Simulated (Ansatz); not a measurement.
**Na2CdGa in Ansatz, settings compared**

The input file (Ansatz 0.2.0, plane waves):

```yaml
crystal:
  lattice:
    - [4.823078, 0.0, 0.0]
    - [-2.411539, 4.176912, 0.0]
    - [0.0, 0.0, 9.772775]
  atoms:
    - { symbol: Na, position: [0.3333, 0.6667, 0.4184] }
    - { symbol: Na, position: [0.6666, 0.3333, 0.9184] }
    - { symbol: Na, position: [0.3333, 0.6667, 0.0816] }
    - { symbol: Na, position: [0.6667, 0.3334, 0.5816] }
    - { symbol: Cd, position: [0.0, 0.0, 0.25] }
    - { symbol: Cd, position: [0.0, 0.0, 0.75] }
    - { symbol: Ga, position: [0.3333, 0.6667, 0.75] }
    - { symbol: Ga, position: [0.6666, 0.3333, 0.25] }
  symmetry: { tolerance: 0.0003 }
kpoints:
  mp_grid: { grid: [4, 4, 2], shift: [0, 0, 0] }
magnetization:
  spin_polarized: false
scf:
  occupations: { method: fermi_dirac }
hamiltonian:
  pseudopotentials: { kind: paw }
  xc: r2scan
basis:
  ecutwfc: 500
output:
  forces: true
  stress: true
  eigenvalues: true
relax:
  max_steps: 40
  cell: {}
```

The command:

```bash
ansatz run input.yaml --threads 1 --pin off --max-ram 2560MiB --backend cpu --events-out ev --progress --plain --runs-dir out
```

Origin of the cell: a known structure type with other elements, at an estimated volume, so it need not be a known compound.

The smearing width isn't typed, so it takes its default of 0.1 eV.

Output of this run (shortened):

```
Warning: the atoms were moved onto the symmetric positions of the space group found under crystal.symmetry.tolerance 3.0e-4 (fractional; no operation is sought that the atoms, as they stand i […]
Pseudopotentials: kind: paw
Pseudopotential: Na, paw, valence charge 9, recommended cutoff 500 eV (meta_gga), Na.paw.azcp
Pseudopotential: Cd, paw, valence charge 20, recommended cutoff 500 eV (meta_gga), Cd.paw.azcp
Pseudopotential: Ga, paw, valence charge 13, recommended cutoff 500 eV (meta_gga), Ga.paw.azcp
Functional definition: r2SCAN
  exchange = r2scan_x(k0 = k0, k1 = k1, a1 = a1)
  correlation = r2scan_c
Crystal: 8 atoms, lattice volume = 196.878 Å³
Basis set: ecut = 500 eV, 5033 PW (Γ), exchange–correlation on 144×144×288 points (64 copies of the dense FFT grid, shifted against one another)
Bands: 62, of which v1, the nominal top of the filled ones, is band 51 counted from 1 (50 counted from 0)
[… 12 lines left out …]
Initial density: superposition of atomic densities (neutral atoms: chi_scale 0, normalization atom), corrected by the library's trained network
Functional: x = r2scan, c = r2scan; τ floored in thin density (d = 2e-4 eV/Å³)
SCF iter   1: F=—  HF=-30072.210908 eV  Δρ=7.86e-3  dr2=5.85e-2  dr2_τ=1.42e-2  defer=2
SCF iter   2: F=—  HF=-30072.254769 eV  Δρ=5.65e-3  dr2=3.21e-2  dr2_τ=3.72e-4  defer=21
SCF iter   3: F=—  HF=-30072.223961 eV  Δρ=1.38e-3  dr2=2.91e-3  dr2_τ=4.68e-5  defer=21
SCF iter   4: F=—  HF=-30072.222978 eV  Δρ=3.69e-4  dr2=4.00e-4  dr2_τ=4.57e-6  defer=21
SCF iter   5: F=—  HF=-30072.223074 eV  Δρ=1.02e-4  dr2=3.86e-5  dr2_τ=3.97e-7  defer=21
SCF iter   6: F=—  HF=-30072.223187 eV  Δρ=8.06e-5  dr2=1.05e-5  dr2_τ=3.53e-7  defer=21
SCF iter   7: F=—  HF=-30072.223186 eV  Δρ=2.15e-5  dr2=1.01e-6  dr2_τ=3.39e-8  defer=21
SCF iter   8: F=-30072.223186 eV  HF=-30072.223186 eV  Δρ=4.02e-6  dr2=2.93e-8  dr2_τ=7.04e-10
relax step   1: F+E_penalty+E_count = -30072.223186 eV  Δ(F+E_penalty+E_count) = +0.000e0 eV  max|allowed force component| = 3.534e-2 eV/Å  Δτ_max = 0.0000 Å  P = -0.501 GPa  Ω = 196.878 Å³ […]
relax step   2: F+E_penalty+E_count = -30072.296418 eV  Δ(F+E_penalty+E_count) = -7.323e-2 eV  max|allowed force component| = 1.521e-2 eV/Å  Δτ_max = 0.0101 Å  P = -0.034 GPa  Ω = 195.058 Å³ […]
relax step   3: F+E_penalty+E_count = -30072.328537 eV  Δ(F+E_penalty+E_count) = -3.212e-2 eV  max|allowed force component| = 4.189e-2 eV/Å  Δτ_max = 0.0012 Å  P = +0.287 GPa  Ω = 196.899 Å³ […]
relax step   4: F+E_penalty+E_count = -30072.333195 eV  Δ(F+E_penalty+E_count) = -4.658e-3 eV  max|allowed force component| = 1.367e-4 eV/Å  Δτ_max = 0.0163 Å  P = -0.013 GPa  Ω = 198.579 Å³ […]
relax step   5: F+E_penalty+E_count = -30072.334939 eV  Δ(F+E_penalty+E_count) = -1.743e-3 eV  max|allowed force component| = 1.434e-4 eV/Å  Δτ_max = 0.0000 Å  P = -0.008 GPa  Ω = 198.579 Å³  stress off target by 4.82e-2 GPa […]
SCF 5 converged in 7 iterations: F = -30072.334939 eV  dr2 = 7.40e-11
basis re-selected at this cell: Δ(F+E_penalty+E_count) = -1.743e-3 eV, ΔP = +0.004 GPa vs the last step (what re-selecting the basis moved, of the pressure what is left beyond the Pulay corre […]
SCF converged after 7 iterations
Free energy (F): -30072.334939 eV
Harris-Foulkes:  -30072.334939 eV  (|F-HF|=3.64e-12)
Internal energy: -30072.237927 eV  (E = F + TS)
E sigma→0 (E₀):  -30072.286433 eV
Entropy (-TS):   -0.097012 eV (-12.126 meV/atom)
Fermi energy:    6.337600 eV
--- Per-component energies (eV) ---
  E_band       = -2157.776628
  E_kinetic    = 1722.583220
  E_local      = -17561.457631  (includes V_loc(G=0)·N_el)
  E_nonlocal   = 1375.833283
  E_hartree    = 7620.527544
  E_xc         = -608.239111
  E_vxc        = -833.477467  (∫ρ·V_xc dr)
  E_paw        = -13279.193603  (= ΣΔE_a)
  E_vpaw       = -2164.407580  (= ΣTr[D̂ρ^β])
  E_aug_tail   = -0.000074  (compensation charges beyond the density's cutoff)
  E_vtau       = 62.095369  (kinetic-family band-sum trace: ∫τ·v_τ [+ j·A + Jᵃ·Aᵃ] dr)
  E_ewald      = -9339.750804
  E_core_change = -2.540750  (= ΣΔE_core)
  E_smearing   = -0.097012  (= −TS)
  Σ components = -30072.334939   (vs F -30072.334939, Δ=0.00e0)
--- Forces (eV/Å), atoms counted from 1 ---
  atom   1  Na     0.000000    -0.000000     0.000143
  atom   2  Na    -0.000000     0.000000     0.000143
  atom   3  Na     0.000000    -0.000000    -0.000143
  atom   4  Na     0.000000     0.000000    -0.000143
  atom   5  Cd    -0.000000     0.000000     0.000000
  atom   6  Cd    -0.000000    -0.000000     0.000000
  atom   7  Ga     0.000000     0.000000     0.000000
  atom   8  Ga    -0.000000    -0.000000     0.000000
  max |Σ_I F_I| component: 5.32e-17 eV/Å
--- Stress (GPa, compression-positive) ---
       -0.036710       0.000000       0.000000
        0.000000      -0.036710       0.000000
        0.000000       0.000000       0.048230
  P = ⅓ Tr σ = -0.0084 GPa (-0.084 kbar)
--- Relaxed structure (4 steps of the walk, 4 accepted, 1 SCFs on fresh bases) ---
  F+E_penalty+E_count = -30072.334939 eV   max|allowed force component| = 1.434e-4 eV/Å   (the final SCF, on the basis selected at the relaxed cell)
  cell:  # Å, volume = 198.5790 Å³
    - [4.689818, 0.0, 0.0]
    - [-2.344909, 4.061501, 0.0]
    - [0.0, 0.0, 10.425355]
  atoms:
    - { symbol: Na, position: [0.333333, 0.666667, 0.417638] }
    - { symbol: Na, position: [0.666667, 0.333333, 0.917638] }
    - { symbol: Na, position: [0.333333, 0.666667, 0.082362] }
    - { symbol: Na, position: [0.666667, 0.333333, 0.582362] }
    - { symbol: Cd, position: [-2.775e-17, 1.272e-17, 0.25] }
    - { symbol: Cd, position: [-2.775e-17, 1.272e-17, 0.750000] }
    - { symbol: Ga, position: [0.333333, 0.666667, 0.750000] }
    - { symbol: Ga, position: [0.666667, 0.333333, 0.25] }
```

The same input was run again with these changes:

1. `scf.occupations.method` fermi_dirac → methfessel_paxton; `scf.occupations.width` default → 0.025
2. `crystal.symmetry` { tolerance: 0.0003 } → { detect: false }

```csv
run,end,SCF iterations,volume (Å³/atom),max force component (eV/Å),moment (μB),ΔE(σ→0) (meV/atom)
base,converged,35,24.82,0.000,–,0
1,converged,146,24.91,0.008,–,2.37
2,converged,42,24.84,0.003,–,-0.03
```

Energies are compared only where functional, datasets, charge and starting cell are the same.

Caveats of the base run: the k mesh is coarse if the cell is a metal; the relaxation held the start's symmetry, so the end may be a saddle point.

The base run ran for 85 s on 1 thread of Arm Neoverse V1, with other jobs on the host, peak memory 0.92 GiB, from the program's own first density.
